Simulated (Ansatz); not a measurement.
## V3Ge, a database entry at a rescaled volume

```
Ge V
1.0
     4.73760    0.00000    0.00000
     0.00000    4.73760    0.00000
     0.00000    0.00000    4.73760
Ge V
2 6
Direct
  0.00000 0.00000 0.00000
  0.50000 0.50000 0.50000
  0.25000 0.00000 0.50000
  0.50000 0.75000 0.00000
  0.75000 0.00000 0.50000
  0.50000 0.25000 0.00000
  0.00000 0.50000 0.75000
  0.00000 0.50000 0.25000
```

Level: r2SCAN, no spin polarisation; 500 eV; 7×7×7 Γ-centred mesh; fermi-dirac occupations (width 0.0526 eV); Ansatz 0.2.0, fixed geometry.

(1) What do density and ELF say about some of the short contacts?

(2) Is it stable against the elements?

(3) Is there a gap?

(4) Which element gives electrons and which takes them?

Origin: a database entry at a rescaled volume. Caveats: no spin polarisation, so a magnetic state may lie lower.

Answers

(1) V–V at 2.37 Å: least valence density 0.46 e/Å³ and ELF 0.28 there. Ge–V at 2.65 Å: least valence density 0.28 e/Å³ and ELF 0.17 there. These are pseudo-fields; inside the PAW spheres they differ from the all-electron ones.

(2) -0.38 eV an atom against the elements' usual phases (free molecules for gases, crystals otherwise, with no correction for O₂ or N₂), so it is bound against them; other compounds may still compete. Relaxing would lower it.

(3) It is a metal, with about 11 states/eV a cell as the mean within 0.25 eV of the Fermi level, mostly V d (89 %).

(4) Bader charges in e: V +0.47, Ge -1.40. In the mean V gives up most and Ge takes most.
